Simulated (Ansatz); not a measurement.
## Structures of Sb3O2: which is lowest?

Plane-wave DFT in Ansatz with scalar-relativistic PAW potentials, cutoff 420 eV, Γ-centred meshes chosen by cell and gap, Gaussian smearing with energies taken to zero width. Every cell was relaxed (cell and atoms) in a run of its own, within the symmetry of its start. Functional: PBE.

Relaxed structures (starts from databases or built by putting these elements on another compound's sites):
A. P-3m1, 5 atoms in the computed cell, a = 3.819 Å, c = 7.913 Å; sites (symmetry × multiplicity) Sb -3m. × 1 + 3m. × 2, O 3m. × 2; start: built
B. R-3m, 5 atoms in the computed cell, a = 7.439 Å, c = 6.596 Å; sites (symmetry × multiplicity) Sb .2/m × 9, O 3m × 6; start: built

Problem. Rank them by energy. Could pressure change the order?

Solution.
| structure | group | E − E(lowest) (meV/atom) | V (Å³/atom) | gap on mesh (eV) |
| --- | --- | --- | --- | --- |
| B | R-3m | 0.0 | 21.07 | 0.00 |
| A | P-3m1 | 91 | 19.98 | 0.00 |

B is lowest, 91 meV/atom under A. A is denser by 1.09 Å³/atom, so pressure favours it: ΔE/ΔV, with ΔE in eV and 1 eV/Å³ = 160.2 GPa, gives about 13 GPa for equal enthalpy if both cells were rigid, a rough figure since the two compress differently. Other structures may lie lower than all of these, and vibrations aren't counted.

Spin-orbit coupling is left out, which matters for the bands of heavy elements. The cell has an odd number of electrons and was run without spin polarisation, which forces a half-filled band: energy, forces and stress belong to that artificial state.